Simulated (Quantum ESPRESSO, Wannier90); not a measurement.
# Mo$_{2}$N (anti-anatase): Wannier90 run

```xyz
6
Lattice="4.2556 0.0000 0.0000 0.0000 4.2556 0.0000 -2.1278 -2.1278 3.9751" Properties=species:S:1:pos:R:3 pbc="T T T"
Mo     2.1278     0.0000    -0.1037
Mo     0.0000     0.0000     1.8839
Mo     0.0000     0.0000    -1.8839
Mo     0.0000    -2.1278     0.1037
N     -2.1278     0.0000     1.9875
N      2.1278     2.1278     0.0000
```

Structure: Materials Project mp-27953, symmetrised, not relaxed again. COD (Crystallography Open Database) has an entry of this formula and space group (matched by these alone). Computed values, not measurements, from PBEsol: Quantum ESPRESSO (norm-conserving PseudoDojo potentials, cutoff 68 Ry, spinors with spin-orbit coupling) on a Γ-centred 4×4×4 mesh, then Wannier90. Density: 8×8×8 mesh, cold smearing 0.01 Ry.

A tight-binding model is made by disentanglement and projection with no localisation steps (num_iter = 0), so the 52 orbitals stay atom-like: hydrogen-like Mo: d; N: p, axes along x, y, z; frozen window up to 1.50 eV relative to the Fermi level. It follows pw.x to 19 meV rms for states up to 1.0 eV relative to the Fermi level. Matrix elements depend on this choice of orbitals and windows.

Q: What are the on-site energies relative to the Fermi level, and how fast do the hoppings decay?

A: 
```json
[
 {"atom": "Mo1", "orbitals": "dz2↑ dz2↓", "energy (eV)": "0.07"},
 {"atom": "Mo1", "orbitals": "dxz↑ dxz↓", "energy (eV)": "-0.77"},
 {"atom": "Mo1", "orbitals": "dyz↑ dyz↓", "energy (eV)": "-0.94"},
 {"atom": "Mo1", "orbitals": "dx2-y2↑ dx2-y2↓", "energy (eV)": "-0.51"},
 {"atom": "Mo1", "orbitals": "dxy↑ dxy↓", "energy (eV)": "-0.82"},
 {"atom": "Mo2", "orbitals": "dz2↑ dz2↓", "energy (eV)": "0.07"},
 {"atom": "Mo2", "orbitals": "dxz↑ dxz↓", "energy (eV)": "-0.94"},
 {"atom": "Mo2", "orbitals": "dyz↑ dyz↓", "energy (eV)": "-0.77"},
 {"atom": "Mo2", "orbitals": "dx2-y2↑ dx2-y2↓", "energy (eV)": "-0.51"},
 {"atom": "Mo2", "orbitals": "dxy↑ dxy↓", "energy (eV)": "-0.82"},
 {"atom": "Mo3", "orbitals": "dz2↑ dz2↓", "energy (eV)": "0.07"},
 {"atom": "Mo3", "orbitals": "dxz↑ dxz↓", "energy (eV)": "-0.77"},
 {"atom": "Mo3", "orbitals": "dyz↑ dyz↓", "energy (eV)": "-0.94"},
 {"atom": "Mo3", "orbitals": "dx2-y2↑ dx2-y2↓", "energy (eV)": "-0.51"},
 {"atom": "Mo3", "orbitals": "dxy↑ dxy↓", "energy (eV)": "-0.82"},
 {"atom": "Mo4", "orbitals": "dz2↑ dz2↓", "energy (eV)": "0.07"},
 {"atom": "Mo4", "orbitals": "dxz↑ dxz↓", "energy (eV)": "-0.94"},
 {"atom": "Mo4", "orbitals": "dyz↑ dyz↓", "energy (eV)": "-0.77"},
 {"atom": "Mo4", "orbitals": "dx2-y2↑ dx2-y2↓", "energy (eV)": "-0.51"},
 {"atom": "Mo4", "orbitals": "dxy↑ dxy↓", "energy (eV)": "-0.82"},
 {"atom": "N5", "orbitals": "pz↑ pz↓", "energy (eV)": "-3.98"},
 {"atom": "N5", "orbitals": "px↑ px↓ py↑ py↓", "energy (eV)": "-4.28"},
 {"atom": "N6", "orbitals": "pz↑ pz↓", "energy (eV)": "-3.98"},
 {"atom": "N6", "orbitals": "px↑ px↓ py↑ py↓", "energy (eV)": "-4.28"}
]
```

```tsv
distance of the centres (Å)	largest modulus (eV)
1–2	0.0058
2–3	2.4
3–4	0.74
4–5	0.32
5–6	0.19
6–7	0.070
```
